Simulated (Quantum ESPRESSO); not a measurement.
Empty bands for a GW run on Rb2NaAlF6 (space group Fm-3m, No. 225): 288 bands on a 2×2×2 mesh, LDA, PseudoDojo standard norm-conserving files, scalar-relativistic, Quantum ESPRESSO. The input, in which only the diagonalization keyword changes:

```
&CONTROL
  calculation = 'nscf'
  pseudo_dir = './pseudo'
  outdir = './out'
/
&SYSTEM
  ibrav = 0
  nat = 10
  ntyp = 4
  ecutwfc = 88.0
  ecutrho = 352.0
  occupations = 'fixed'
  force_symmorphic = .true.
  nbnd = 288
/
&ELECTRONS
  conv_thr = 1e-08
  diago_full_acc = .true.
  diago_thr_init = 1e-08
  diagonalization = 'david'
/
ATOMIC_SPECIES
F 18.9984 F.upf
Na 22.9898 Na.upf
Al 26.9815 Al.upf
Rb 85.4678 Rb.upf
CELL_PARAMETERS angstrom
  0.000000000000   4.224640000000   4.224640000000
  4.224640000000   0.000000000000   4.224640000000
  4.224640000000   4.224640000000   0.000000000000
ATOMIC_POSITIONS crystal
F   0.781100000000   0.218900000000   0.218900000000
F   0.218900000000   0.781100000000   0.781100000000
F   0.218900000000   0.781100000000   0.218900000000
F   0.781100000000   0.218900000000   0.781100000000
F   0.218900000000   0.218900000000   0.781100000000
F   0.781100000000   0.781100000000   0.218900000000
Na   0.500000000000   0.500000000000   0.500000000000
Al   0.000000000000   0.000000000000   0.000000000000
Rb   0.750000000000   0.750000000000   0.750000000000
Rb   0.250000000000   0.250000000000   0.250000000000
K_POINTS automatic
2 2 2 0 0 0
```

```
diagonalization  mean iterations per k point              rough time  largest change of an eigenvalue (eV)
---------------  ---------------------------  ----------------------  ------------------------------------
david                                     21                       1                                     –
cg                                        52                about 8×                                 2e-06
paro                                      18  within a factor of two                                 4e-08
```

An iteration means different work in each solver, so the counts don't rank them. Times are rough ratios from shared machines.

Geometry of the Materials Project entry, not relaxed at this level.
